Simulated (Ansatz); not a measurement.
# Straining SrIr2

Theory: Ansatz 0.2.0, DFT r2SCAN, scalar-relativistic, plane waves, PAW. Run with 500 eV cutoff, 8×8×8 k-mesh, Gaussian smearing of 0.10 eV, no spin polarisation.

Starting point, cell and atoms relaxed:

```yaml
crystal:
  lattice:
    - [0.00000, 3.84835, 3.84835]
    - [3.84835, 0.00000, 3.84835]
    - [3.84835, 3.84835, 0.00000]
  atoms:
    - { symbol: Sr, position: [0.50000, 0.50000, 0.50000] }
    - { symbol: Sr, position: [0.75000, 0.75000, 0.75000] }
    - { symbol: Ir, position: [0.12500, 0.12500, 0.12500] }
    - { symbol: Ir, position: [0.62500, 0.12500, 0.12500] }
    - { symbol: Ir, position: [0.12500, 0.12500, 0.62500] }
    - { symbol: Ir, position: [0.12500, 0.62500, 0.12500] }
```

Deformation: shear that moves c along a by the strain times its height over the a-b plane, the cell held and the atoms relaxed, all within the symmetry that the strain leaves. Energies are extrapolated to zero smearing.

Spin–orbit coupling is left out, which can shift energies with elements as heavy as these.

```csv
strain (%),ΔE (meV/atom),a (Å),b (Å),c (Å)
+0.0,0.0,5.442,5.442,5.442
+2.0,1.2,5.442,5.442,5.487
+4.0,4.9,5.442,5.442,5.533
+6.0,11.1,5.442,5.442,5.580
+8.0,19.9,5.442,5.442,5.629
+12.0,45.4,5.442,5.442,5.728
```

(1) What stiffness (1/V) d²E/dε² at zero strain does a cubic fit over all points give?

Results:

(1) A cubic fit gives (1/V) d²E/dε² = 50 GPa at zero strain (the shear constant for this plane and direction).

Cost: 6 runs of about 18 core-minutes in all, on AMD EPYC 9R45 (Zen 5) (shared hosts).